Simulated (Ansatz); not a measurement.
Given:

C:
Space group Pm-3n (No. 223); a = 3.8891 Å, b = 3.8891 Å, c = 3.8891 Å, α = 90.00°, β = 90.00°, γ = 90.00°

```csv
atom,site,symmetry,x,y,z
C,6c,-4m.2,0.0000,0.5000,0.2500
C,2a,m-3.,0.0000,0.0000,0.0000
```

This is the r²SCAN+D4-relaxed structure.

Problem. All from r²SCAN+D4 (plane waves, PAW; program Ansatz), unless another level is named. Predict the electronic character.

Solution. metallic (no gap).

Problem. Give the density of states at the Fermi level.

Solution. 0.39 states/eV per atom (mean over ±0.08 eV).

A made-up cell: these elements were put on the sites of a structure type; neither database checked (COD, Materials Project) lists it. It is not the phase usual at ambient conditions (space group No. 194, 227). The cell was relaxed with r²SCAN+D4 under the symmetry of its start; its stability against distortions is not shown here.

Potentials: the earlier of the program's two PAW sets. The files were generated under PBE; for other functionals the program regenerates the frozen cores, and for LDA and PBEsol the local potential too.
